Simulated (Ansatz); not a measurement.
SnO₂:
```cif
data_O2Sn
_chemical_formula_sum 'Sn1 O2'
_space_group_name_H-M_alt 'P-3m1'
_space_group_IT_number 164
_space_group_name_Hall '-P 3 2"'
_cell_length_a 3.21643
_cell_length_b 3.21643
_cell_length_c 4.59343
_cell_angle_alpha 90.000
_cell_angle_beta 90.000
_cell_angle_gamma 120.000
loop_
_atom_site_label
_atom_site_type_symbol
_atom_site_symmetry_multiplicity
_atom_site_Wyckoff_symbol
_atom_site_fract_x
_atom_site_fract_y
_atom_site_fract_z
_atom_site_occupancy
Sn1 Sn 1 a 0.00000 0.00000 0.00000 1
O1 O 2 d 0.33333 0.66667 0.22003 1
```

Relaxed with PBE+D3(BJ).

Q: Decompose the optical modes at the zone centre into irreducible representations, and say which are infrared and Raman allowed.

A: Point group -3m: Γ_opt = A1g + A2u + Eg + Eu. Infrared: A2u, Eu. Raman: A1g, Eg.

Q: Assign frequencies (DFPT, PBE+D3(BJ) (plane waves, PAW; program Ansatz); without the LO–TO term).

A: Eu 387, Eg 441, A2u 456, A1g 488 cm⁻¹.

A made-up cell: these elements were put on the sites of a structure type; neither database checked (COD, Materials Project) lists it. It is not the phase usual at ambient conditions (space group No. 136). Symmetry was held in the PBE+D3(BJ) relaxation; phonons on a q-mesh show no instability. Scalar-relativistic: spin–orbit coupling is off unless named, which matters more the heavier the elements.

Potentials: the later of the program's two PAW sets.
